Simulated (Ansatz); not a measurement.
WSe$_{2}$:
Space group P6₃/mmc (No. 194); a = 3.2791 Å, b = 3.2791 Å, c = 12.7864 Å, α = 90.00°, β = 90.00°, γ = 120.00°

```tsv
atom	site	symmetry	x	y	z
W	2d	-6m2	0.6667	0.3333	0.2500
Se	4f	3m.	0.3333	0.6667	0.1183
```

Relaxed at zero pressure with DFT-PBE+D3(BJ) in the program Ansatz with PAW potentials.

The volume is raised by 9 % and shape and atoms relax at that volume. What pressure results, and how do the axes share the change?

-2.4 GPa; a 1.0 %, b 1.0 %, c 6.9 %; the energy rises by 17 meV/atom.

Give the new structure.


Space group P6₃/mmc (No. 194); a = 3.3111 Å, b = 3.3111 Å, c = 13.6691 Å, α = 90.00°, β = 90.00°, γ = 120.00°

```
atom  site  symmetry       x       y       z
----  ----  --------  ------  ------  ------
W       2d      -6m2  0.6667  0.3333  0.2500
Se      4f       3m.  0.3333  0.6667  0.1271
```

The phase is kept; no other phase was compared at this pressure.

Space group P6_3/mmc. Symmetry was held in the PBE+D3(BJ) relaxation; phonons on a q-mesh show no instability. The run is not spin-polarised. Scalar-relativistic: spin–orbit coupling is off unless named, which matters more the heavier the elements.

Potentials: the later of the program's two PAW sets.
